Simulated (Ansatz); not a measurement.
An elastic tensor (GPa, Voigt order, standard axes) from DFT-LDA in the program Ansatz with PAW potentials:

```
 388  54.1  92.4   0.0   0.0   0.0
54.1   388  92.4   0.0   0.0   0.0
92.4  92.4   366   0.0   0.0   0.0
 0.0   0.0   0.0   178   0.0   0.0
 0.0   0.0   0.0   0.0   178   0.0
 0.0   0.0   0.0   0.0   0.0   167
```

Task: Which of these materials gives this?
(A) RuBr3, P6_3/mcm (Ru on 2b, Br on 6g)
(B) ReB2, P6_3/mmc (Re on 2c, B on 4f)
(C) YB2, P6/mmm (Y on 1a, B on 2d)
(D) Yb, hcp (Mg type)

Result: C, YB2, P6/mmm (Y on 1a, B on 2d)

The first step of the workflow began from a Materials Project structure, measured or hypothetical; the Crystallography Open Database files this formula in space group No. 191, but the cells were not matched. Whether it is the stable phase at ambient conditions was not checked. The LDA relaxation kept the symmetry of its start; of distortions, only those at the zone centre were tested. The run is not spin-polarised. As this level gives no gap, shear constants depend on the k-mesh and smearing (Fermi–Dirac, 0.1 eV here). On the denser mesh and wider smearing of the elastic run this cell carries a stress of 0.4 GPa.

Potentials: the later of the program's two PAW sets.
